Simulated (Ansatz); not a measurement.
Relaxed-ion elastic tensor of ScNi3N (anti-perovskite, Pm-3m) in GPa (Voigt order), the program Ansatz at the r²SCAN level (PAW); density 6.90 g/cm³, 11.32 Å³ per atom.

```
 324   131   131   0.0   0.0   0.0
 131   324   131   0.0   0.0   0.0
 131   131   324   0.0   0.0   0.0
 0.0   0.0   0.0  29.2   0.0   0.0
 0.0   0.0   0.0   0.0  29.2   0.0
 0.0   0.0   0.0   0.0   0.0  29.2
```

Q: Is the crystal mechanically stable?

A: Yes: the smallest eigenvalue of C is 29.2 GPa.

Q: Work out the Voigt, Reuss and Hill averages.

A: K_V = 195, K_R = 195, K_H = 195; G_V = 56.0, G_R = 40.5, G_H = 48.2 GPa.

Q: Give Young's modulus, Poisson's ratio, Pugh's ratio and the universal anisotropy index.

A: E = 9KG/(3K + G) = 134 GPa; ν = 0.39; K/G = 4.05 (ductile by the Pugh limit of 1.75); A_U = 5G_V/G_R + K_V/K_R − 6 = 1.92.

Q: Estimate the sound speeds and the Debye temperature.

A: v_l = √((K + 4G/3)/ρ) = 6140 m/s, v_t = √(G/ρ) = 2640 m/s, mean 2990 m/s; Θ = (h/k)(3n/4πV)^(1/3) v_m = 396 K.

Q: Give the Zener ratio and Young's modulus along [100], [110] and [111].

A: A = 2C44/(C11 − C12) = 0.30; 1/E = S11 − 2(S11 − S12 − S44/2)Γ with Γ = 0, 1/4, 1/3 gives 248, 100.0, 83.4 GPa.

Q: Solve the Christoffel equation for the three sound speeds along [100], [110], [111].

A: Eigenvalues of C_ijkl n_j n_l equal ρv². In km/s, slowest first: [100] 2.06, 2.06, 6.85; [110] 2.06, 3.73, 6.10; [111] 3.27, 3.27, 5.83.

The start of the workflow was typed in or built on a structure type; neither database checked (COD, Materials Project) lists it. Its standing as an ambient phase is unchecked. The cell was relaxed with r²SCAN under the symmetry of its start; its stability against distortions is not shown here. The workflow began spin-polarised and lost its moments. As this level gives no gap, shear constants depend on the k-mesh and smearing (Fermi–Dirac, 0.1 eV here).

Potentials: the earlier of the program's two PAW sets. The files were generated under PBE; for other functionals the program regenerates the frozen cores, and for LDA and PBEsol the local potential too.
